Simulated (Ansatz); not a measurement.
Input, command and steps of an Ansatz relaxation.

```yaml
crystal:
  lattice:
    - [3.8540467032, 0.0, 0.0]
    - [-1.9270233516, 3.3377023523, 0.0]
    - [0.0, 0.0, 9.6539983962]
  atoms:
    - { symbol: Ni, position: [0.0, 0.0, 0.3735049688] }
    - { symbol: Ni, position: [0.0, 0.0, 0.8786072537] }
    - { symbol: Ni, position: [0.0, 0.0, 0.1213927463] }
    - { symbol: Ni, position: [0.0, 0.0, 0.6264950312] }
    - { symbol: Ni, position: [0.6666666667, 0.3333333333, 0.5] }
    - { symbol: Ni, position: [0.3333333333, 0.6666666667, 0.2464012239] }
    - { symbol: Ni, position: [0.3333333333, 0.6666666667, 0.7535987761] }
    - { symbol: Ge, position: [0.6666666667, 0.3333333333, 0.239493409] }
    - { symbol: Ge, position: [0.6666666667, 0.3333333333, 0.760506591] }
    - { symbol: Ge, position: [0.3333333333, 0.6666666667, 0.0] }
    - { symbol: Ge, position: [0.3333333333, 0.6666666667, 0.5] }
basis:
  ecutwfc: 420
kpoints:
  mp_grid: { grid: [12, 12, 4] }
hamiltonian:
  xc: pbesol
scf:
  occupations: { method: gaussian, width: 0.1 }
output:
  forces: true
  stress: true
  eigenvalues: true
relax:
  adjacent_minimum: "off"
  f_tol: 0.01
  max_steps: 30
  cell: { stress_tol: 0.1, fix: [volume] }
```

```bash
ansatz run input.yaml --threads 2 --pin off --max-ram 5120MiB --backend cpu --events-out ev --progress --plain --runs-dir out
```

All numbers below come from DFT PBEsol, scalar-relativistic, plane waves, PAW (Ansatz 0.2.0).

The volume is held at 0.94 times that of the relaxed cell.

Of 5 frames 4 are shown, positions in Å and forces in eV/Å; the SCF threshold varies from step to step. Steps run on the plane waves of an earlier cell, with a Pulay correction in the pressure. The basis is chosen afresh for the last frame, the zero of the energies, and at times for earlier ones too; energy and pressure can step there, also at an unchanged geometry. Where two frames share a geometry here, they differ by under 2 meV/atom and 0.3 GPa. Spin polarisation was left out; whether the Ni atoms would carry moments isn't shown by this run.

```xyz
11
Lattice="3.8540 0.0000 0.0000 -1.9270 3.3377 0.0000 0.0000 0.0000 9.6540" Properties=species:S:1:pos:R:3:forces:R:3 pbc="T T T" step=1 free_energy_over_end_meV_per_atom=0.23 pressure_GPa=13.42
Ni    0.0000    0.0000    3.6058    0.0000    0.0000   -0.0064
Ni    0.0000    0.0000    8.4821    0.0000    0.0000    0.0437
Ni    0.0000    0.0000    1.1719    0.0000    0.0000   -0.0437
Ni    0.0000    0.0000    6.0482    0.0000    0.0000    0.0064
Ni    1.9270    1.1126    4.8270    0.0000    0.0000    0.0000
Ni    0.0000    2.2251    2.3788    0.0000    0.0000    0.0359
Ni    0.0000    2.2251    7.2752    0.0000    0.0000   -0.0359
Ge    1.9270    1.1126    2.3121    0.0000    0.0000   -0.0770
Ge    1.9270    1.1126    7.3419    0.0000    0.0000    0.0770
Ge    0.0000    2.2251    0.0000    0.0000    0.0000    0.0000
Ge    0.0000    2.2251    4.8270    0.0000    0.0000    0.0000
11
Lattice="3.8559 0.0000 0.0000 -1.9279 3.3393 0.0000 0.0000 0.0000 9.6448" Properties=species:S:1:pos:R:3:forces:R:3 pbc="T T T" step=2 free_energy_over_end_meV_per_atom=0.12 pressure_GPa=13.35
Ni    0.0000    0.0000    3.6015    0.0000    0.0000    0.0050
Ni    0.0000    0.0000    8.4755    0.0000    0.0000    0.0094
Ni    0.0000    0.0000    1.1693    0.0000    0.0000   -0.0094
Ni    0.0000    0.0000    6.0434    0.0000    0.0000   -0.0050
Ni    1.9279    1.1131    4.8224    0.0000    0.0000    0.0000
Ni    0.0000    2.2262    2.3767    0.0000    0.0000    0.0388
Ni    0.0000    2.2262    7.2681    0.0000    0.0000   -0.0388
Ge    1.9279    1.1131    2.3047    0.0000    0.0000   -0.0566
Ge    1.9279    1.1131    7.3402    0.0000    0.0000    0.0566
Ge    0.0000    2.2262    0.0000    0.0000    0.0000    0.0000
Ge    0.0000    2.2262    4.8224    0.0000    0.0000    0.0000
11
Lattice="3.8585 0.0000 0.0000 -1.9292 3.3415 0.0000 0.0000 0.0000 9.6319" Properties=species:S:1:pos:R:3:forces:R:3 pbc="T T T" step=3 free_energy_over_end_meV_per_atom=0.01 pressure_GPa=13.23
Ni    0.0000    0.0000    3.5967    0.0000    0.0000    0.0092
Ni    0.0000    0.0000    8.4647    0.0000    0.0000   -0.0161
Ni    0.0000    0.0000    1.1671    0.0000    0.0000    0.0161
Ni    0.0000    0.0000    6.0352    0.0000    0.0000   -0.0092
Ni    1.9292    1.1138    4.8159    0.0000    0.0000    0.0000
Ni    0.0000    2.2277    2.3774    0.0000    0.0000    0.0235
Ni    0.0000    2.2277    7.2545    0.0000    0.0000   -0.0235
Ge    1.9292    1.1138    2.2904    0.0000    0.0000   -0.0139
Ge    1.9292    1.1138    7.3415    0.0000    0.0000    0.0139
Ge    0.0000    2.2277    0.0000    0.0000    0.0000    0.0000
Ge    0.0000    2.2277    4.8159    0.0000    0.0000    0.0000
11
Lattice="3.8584 0.0000 0.0000 -1.9292 3.3415 0.0000 0.0000 0.0000 9.6321" Properties=species:S:1:pos:R:3:forces:R:3 pbc="T T T" step=5 free_energy_over_end_meV_per_atom=0.00 pressure_GPa=13.20
Ni    0.0000    0.0000    3.5975    0.0000    0.0000    0.0028
Ni    0.0000    0.0000    8.4642    0.0000    0.0000   -0.0049
Ni    0.0000    0.0000    1.1679    0.0000    0.0000    0.0049
Ni    0.0000    0.0000    6.0346    0.0000    0.0000   -0.0028
Ni    1.9292    1.1138    4.8161    0.0000    0.0000    0.0000
Ni    0.0000    2.2277    2.3802    0.0000    0.0000    0.0091
Ni    0.0000    2.2277    7.2519    0.0000    0.0000   -0.0091
Ge    1.9292    1.1138    2.2868    0.0000    0.0000   -0.0003
Ge    1.9292    1.1138    7.3453    0.0000    0.0000    0.0003
Ge    0.0000    2.2277    0.0000    0.0000    0.0000    0.0000
Ge    0.0000    2.2277    4.8161    0.0000    0.0000    0.0000
```

Time: 2.8 min on 2 threads of Intel(R) Xeon(R) Platinum 8488C (Sapphire Rapids), with other jobs on the host, peak memory 0.93 GiB.